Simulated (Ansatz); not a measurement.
This cell of Al (fcc, Cu type) is off equilibrium:

```
CELL_PARAMETERS angstrom
      0.00000     1.94344     2.02118
      1.94344     0.00000     2.02118
      1.94344     1.94344     0.00000
ATOMIC_POSITIONS crystal
  Al 0.00000 0.00000 0.00000
```

The numbers are results of r2SCAN (plane waves to 500 eV, PAW, scalar-relativistic; Ansatz, a quantum-chemistry and plane-wave program), not measurements. k mesh 20×20×20 (Γ-centred), Fermi-Dirac smearing 0.05 eV. Energies are smeared free energies. Stress and pressure are positive under compression. With partly filled bands, the response to shear is sensitive to the k mesh, so small differences along c/a are uncertain. Al was relaxed with its symmetry unable to fall.

**Question.** What is the stress tensor (GPa)?

**Answer.** 
```
    5.6      0.0      0.0
    0.0      5.6      0.0
    0.0      0.0      2.0
```
The pressure, a third of the trace, is 4.4 GPa.

**Question.** It is the relaxed cell deformed to V/V₀ = 0.960, (c/a)/(c/a)₀ = 1.040, c along z, fractional positions held. What is its energy relative to the relaxed cell?

**Answer.** 12 meV/atom.

(Under strain, the slope of the energy per volume gives the stress and its curvature an elastic modulus.)
